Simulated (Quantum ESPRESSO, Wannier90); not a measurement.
Tight-binding from DFT: WSe₂ (P-6m2, isolated units)

```yaml
crystal:
  lattice:
    - [3.31794, 0.00000, 0.00000]
    - [-1.65897, 2.87342, 0.00000]
    - [0.00000, 0.00000, 16.65814]
  atoms:
    - { symbol: W, position: [0.00000, 0.00000, 0.00000] }
    - { symbol: Se, position: [0.33333, 0.66667, 0.09979] }
    - { symbol: Se, position: [0.33333, 0.66667, 0.90021] }
```

Cell from Materials Project (mp-1023936), symmetrised, no further relaxation. Method: PBEsol plane waves in Quantum ESPRESSO 7.5 (PseudoDojo norm-conserving files, 69 Ry, no spin polarisation, no spin-orbit coupling), Bloch states on a 6×6×4 mesh through Γ, Wannier90 4.0.1. Density: 12×12×1 mesh, cold smearing 0.01 Ry. The cell is built of weakly bound layers, chains or molecules, whose nearest atoms lie 13.33 Å apart, far more than in van der Waals crystals (3.2 to 4.2 Å): it describes nearly isolated units, such as a monolayer, not the bulk crystal. Spin-orbit coupling is left out although heavy elements are present.

Base run: 11 functions from bands 17-37 of the 37 computed, start hydrogen-like W: d; Se: p, frozen window up to 3.01 eV relative to the valence-band maximum, outer window open. One thing is changed at a time; window edges are relative to the valence-band maximum. The misfit compares interpolated bands with pw.x on a high-symmetry path, for states up to 2.5 eV relative to the valence-band maximum. Converged means that the tolerances were met: symmetric starts can stop on a saddle, which shows as a larger Ω_OD at equal Ω_I and can move the misfit too.

```csv
setting,functions,frozen to (eV),Ω_I (Å²),Ω_D (Å²),Ω_OD (Å²),rms misfit (meV),worst (meV),ended
base,11,3.01,20.11,0.05,1.36,11,51,converged
```

### Question
Starting from this base row, predict which settings stop with an error, and how Ω_I and the misfit move in the others: frozen window to 7.01 eV; frozen window to 5.01 eV; outer window to 6.90 eV; outer window to 5.20 eV.

### Answer
```csv
setting,functions,frozen to (eV),Ω_I (Å²),Ω_D (Å²),Ω_OD (Å²),rms misfit (meV),worst (meV),ended
frozen window to 7.01 eV,11,7.01,–,–,–,–,–,stops: too many frozen states
frozen window to 5.01 eV,11,5.01,–,–,–,–,–,stops: too many frozen states
outer window to 6.90 eV,11,3.01,21.15,0.05,1.64,12,55,converged
outer window to 5.20 eV,11,3.01,21.23,0.05,1.65,12,55,converged
```

Runs of this sweep that didn't settle are not listed.
